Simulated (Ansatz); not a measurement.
TiN:
```
CELL_PARAMETERS angstrom
      0.00000     2.12332     2.12332
      2.12332     0.00000     2.12332
      2.12332     2.12332     0.00000
ATOMIC_POSITIONS crystal
  Ti 0.00000 0.00000 0.00000
  N  0.50000 0.50000 0.50000
```

Relaxed with PBE. Special points in fractions of this cell's reciprocal vectors: Γ (0.000, 0.000, 0.000); X (0.500, 0.000, 0.500); U (0.625, 0.250, 0.625); K (0.375, 0.375, 0.750); L (0.500, 0.500, 0.500); W (0.500, 0.250, 0.750).

Task: List the band energies nearest the Fermi level at these points for PBE (plane waves, PAW; program Ansatz).

Result: In eV from the Fermi level; about four levels below and three above (degenerate sets whole), none deeper than 8.9 eV; … stands for higher levels left out; points with the same levels are listed once.

```
k                                below           above
-  -----------------------------------  --------------
Γ  -2.04 -2.04 -2.04 -0.60 -0.60 -0.60               …
X              -5.82 -3.23 -3.23 -3.05  1.64 2.38 2.38
U              -5.80 -5.71 -4.45 -0.46  1.98 2.31 3.58
L                    -8.06 -5.46 -5.46  1.68 1.68 2.35
W                    -5.46 -5.46 -5.35  0.92 0.92 2.39
```

Space group Fm-3m (rock salt). The cell was relaxed with PBE under the symmetry of its start. No spin polarisation was allowed. With an odd number of electrons in the cell and no spin polarisation, the count alone makes it a metal.

Potentials: the later of the program's two PAW sets.
